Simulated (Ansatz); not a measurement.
This cell of MoS2 (3R-MoS2 type, space group R3m) is off equilibrium:

```
CELL_PARAMETERS angstrom
      1.59879     0.92306     5.86425
     -1.59879     0.92306     5.86425
      0.00000    -1.84612     5.86425
ATOMIC_POSITIONS crystal
  Mo 0.00000 0.00000 0.00000
  S  0.75030 0.75030 0.75030
  S  0.58300 0.58300 0.58300
```

All values below come from r2SCAN+rVV10 (plane waves to 500 eV, PAW, scalar-relativistic; Ansatz, a program for electronic structure). k mesh 12×12×12 (Γ-centred), Fermi-Dirac smearing 0.05 eV. The energy includes the smearing's −TS. Stress and pressure are positive under compression. As the atoms are clamped, bonds stretch with the cell, which overstates energies and stresses. As the smearing reaches across the gap at some points, the response to shear is sensitive to the k mesh, so small differences along c/a are uncertain. MoS2 is run without spin polarisation. MoS2 was relaxed with its symmetry unable to fall. This is one of several known forms of MoS2; the measured ambient cells at hand have space group No. 194.

What is the stress tensor (GPa)?


```
    3.5      0.0      0.0
    0.0      3.5      0.0
    0.0      0.0     15.8
```
The pressure, a third of the trace, is 7.6 GPa.

It is the relaxed cell deformed to V/V₀ = 0.960, (c/a)/(c/a)₀ = 0.940, c along z, fractional positions held. What is its energy relative to the relaxed cell?

44 meV/atom.

(Under strain, the slope of the energy per volume gives the stress and its curvature an elastic modulus.)
